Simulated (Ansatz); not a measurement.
Relaxed-ion elastic tensor of GaPd3N (anti-perovskite, Pm-3m) in GPa (Voigt order), DFT-PBEsol in the program Ansatz with PAW potentials; density 9.82 g/cm³, 13.63 Å³ per atom.

```
 283   136   136   0.0   0.0   0.0
 136   283   136   0.0   0.0   0.0
 136   136   283   0.0   0.0   0.0
 0.0   0.0   0.0  18.1   0.0   0.0
 0.0   0.0   0.0   0.0  18.1   0.0
 0.0   0.0   0.0   0.0   0.0  18.1
```

Q: Is the crystal mechanically stable?

A: Yes: the smallest eigenvalue of C is 18.1 GPa.

Q: Work out the Voigt, Reuss and Hill averages.

A: K_V = 185, K_R = 185, K_H = 185; G_V = 40.3, G_R = 26.0, G_H = 33.1 GPa.

Q: Give Young's modulus, Poisson's ratio, Pugh's ratio and the universal anisotropy index.

A: E = 9KG/(3K + G) = 93.8 GPa; ν = 0.42; K/G = 5.58 (ductile by the Pugh limit of 1.75); A_U = 5G_V/G_R + K_V/K_R − 6 = 2.77.

Q: Estimate the sound speeds and the Debye temperature.

A: v_l = √((K + 4G/3)/ρ) = 4830 m/s, v_t = √(G/ρ) = 1840 m/s, mean 2080 m/s; Θ = (h/k)(3n/4πV)^(1/3) v_m = 260 K.

Q: Give the Zener ratio and Young's modulus along [100], [110] and [111].

A: A = 2C44/(C11 − C12) = 0.25; 1/E = S11 − 2(S11 − S12 − S44/2)Γ with Γ = 0, 1/4, 1/3 gives 195, 64.4, 52.7 GPa.

The start of the workflow was typed in or built on a structure type; neither database checked (COD, Materials Project) lists it. Whether it is the stable phase at ambient conditions was not checked. Symmetry was held in the PBEsol relaxation. At this level the phase is dynamically unstable (imaginary phonons). The run is not spin-polarised. As this level gives no gap, shear constants depend on the k-mesh and smearing (Fermi–Dirac, 0.1 eV here). Spin–orbit coupling is left out wherever it is not named.

Potentials: the earlier of the program's two PAW sets. The files were generated under PBE; for other functionals the program regenerates the frozen cores, and for LDA and PBEsol the local potential too.
